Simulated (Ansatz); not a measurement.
A distorted cell of Rb (bcc, W type):

```xyz
1
Lattice="-2.8422 2.8422 2.8422 2.8422 -2.8422 2.8422 2.8422 2.8422 -2.8422" Properties=species:S:1:pos:R:3 pbc="T T T"
Rb     0.0000     0.0000     0.0000
```

These are PBEsol (plane waves to 420 eV, PAW, scalar-relativistic; Ansatz, a program for electronic structure) values and carry that method's errors. k mesh 12×12×12 (Γ-centred), Fermi-Dirac smearing 0.05 eV. The energy includes the smearing's −TS. Stress and pressure are positive under compression. Rb was relaxed with its symmetry unable to fall. The PAW data are Ansatz's earlier set.

**Question.** Give the stress tensor in GPa and the pressure.

**Answer.** 
```
   -0.2      0.0      0.0
    0.0     -0.2      0.0
    0.0      0.0     -0.2
```
The pressure, a third of the trace, is -0.2 GPa.

**Question.** It is the relaxed cell scaled evenly to V/V₀ = 1.060, atoms relaxed where free. What is its energy relative to the relaxed cell?

**Answer.** 3 meV/atom.

(Under strain, the slope of the energy per volume gives the stress and its curvature an elastic modulus.)
